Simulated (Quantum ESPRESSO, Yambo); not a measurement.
GaAlN2 (space group P-4m2, No. 115) under biaxial strain (along x and y, z relaxed), counted from the cell relaxed with PBEsol, atoms relaxed at each step. PBEsol (pw.x of Quantum ESPRESSO, ONCV potentials, scalar-relativistic); G0W0 in Yambo (4×4×4 Γ-centred k mesh, 103 bands and a 10 Ry block in the screening, 103 bands in G with the Bruneval-Gonze terminator, plasmon pole fitted at 27.2 eV).

| strain s (%) | PBEsol direct gap at Γ (eV) | G0W0 direct gap at Γ (eV) |
|---|---|---|
| -2 | 2.872 | 3.893 |
| -1 | 2.835 | 3.849 |
| 0 | 2.797 | 3.795 |
| +1 | 2.759 | 3.748 |
| +2 | ? | ? |

**Question.** Fit a parabola in s to each column by least squares and predict the withheld row.

**Answer.** PBEsol: E = 2.797 − 0.0380 s − 0.0003 s² (largest residual 0 meV), giving 2.720 eV at s = +2; the run gave 2.721 eV, a miss of 1 meV. G0W0: E = 3.797 − 0.0497 s − 0.0008 s² (largest residual 3 meV), giving 3.695 eV at s = +2; the run gave 3.705 eV, a miss of 10 meV. The withheld row lies outside the fitted range, so this is an extrapolation. The GW settings are held fixed; their convergence isn't established. The screening block changes size along the series (157 vectors at -2 %, 157 vectors at -1 %, 149 vectors at +0 %, 157 vectors at +1 %, 157 vectors at +2 %), which puts steps into the G0W0 values. Spin-orbit splittings are left out.

The standard potential for Ga keeps a d shell in the valence without the s and p states of that shell. In tests on such compounds this moved G0W0 gaps by up to about 0.9 eV, so absolute quasiparticle energies here are unreliable; differences between settings are what counts.

The structure is a Materials Project entry; no match was found in the copy of COD used, and its stability was not checked.
